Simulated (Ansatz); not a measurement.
Method: DFT PBE, scalar-relativistic, plane waves, PAW (Ansatz). Settings of the last relaxation (10-atom cell): 420 eV, 10×10×10 k points, Gaussian smearing of 0.02 eV, no spin polarisation.

Formation energies are uncorrected and refer to the elements' standard structures at the same level. The references include black phosphorus.

Question: Propose a candidate for a tetragonal semiconductor made of Al, Ga and P, with a gap near 1.6 eV, a formation energy near −0.51 eV/atom and about 21 Å³ per atom, in a cell of 10 atoms.

Answer: Al2Ga3P5, space group I-4m2 (No. 119). Al has 4 P at 2.38 Å; Ga on a site of symmetry 2mm has 4 P at 2.38–2.39 Å; around Ga on a site of symmetry -4m2 lie 4 P at 2.38 Å; P on a site of symmetry -4m2 has 4 Al at 2.38 Å; 2 more sites not described.

Space group I-4m2 (No. 119). a = 3.894 Å, b = 3.894 Å, c = 27.534 Å, α = 90.00°, β = 90.00°, γ = 90.00°
```csv
atom,site,symmetry,x,y,z
Al,4e,2mm.,0.5000,0.5000,0.2000
Ga,4e,2mm.,0.5000,0.5000,0.4000
Ga,2b,-4m2,0.5000,0.5000,0.0000
P,2d,-4m2,0.5000,0.0000,0.2500
P,4f,2mm.,0.0000,0.5000,0.3498
P,4f,2mm.,0.5000,0.0000,0.4500
```

| Item | Value |
| --- | --- |
| Volume per atom | 20.88 Å³ |
| Density | 3.32 g/cm³ |
| Formation energy | −0.512 eV/atom |
| Gap on the 10×10×10 mesh of the 10-atom cell | 1.58 eV |

The cell was found from a structure generator's guess, not taken from experiment. The answer needn't be unique; the calculation gave this one.

Kohn–Sham gaps at this level usually fall short of measured ones. The reference form of P is held partly by dispersion forces, which this level lacks. A later test with randomly moved atoms came back to the same energy, though modes that don't fit the test's cell weren't probed.
